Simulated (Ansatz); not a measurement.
Mg2Sn in space group C2/m (No. 12; Mg on 4i, Mg on 4i, Sn on 4i) at seven volumes, the program Ansatz at the PBEsol level (PAW), shape and atoms relaxed at each. One row is withheld.

```
V (Å³/atom)  P (GPa)
-----------  -------
21.194          4.81
21.893             ?
22.591          1.36
23.290          0.00
23.989         -1.18
24.687         -2.20
25.386         -3.08
```

Fit the shown pressures and predict the withheld one.

P = (3/2)B₀(x^(7/2) − x^(5/2))[1 + (3/4)(B′ − 4)(x − 1)] with x = (V₀/V)^(2/3). Least squares on the six rows gives V₀ = 23.288 Å³/atom, B₀ = 42.3 GPa, B′ = 3.96. At V = 21.893, x = 1.0420 and P = 2.95 GPa. The run itself gave 2.94 GPa.

The workflow started from a Materials Project entry (that database holds measured and hypothetical structures alike); the Crystallography Open Database copy checked does not list it. COD files the formula under space group No. 225, 227, so this cell is another polymorph or a model. Its standing as an ambient phase is unchecked. The cell was relaxed with PBEsol under the symmetry of its start; its stability against distortions is not shown here. Spin–orbit coupling is left out wherever it is not named.

Potentials: the later of the program's two PAW sets.
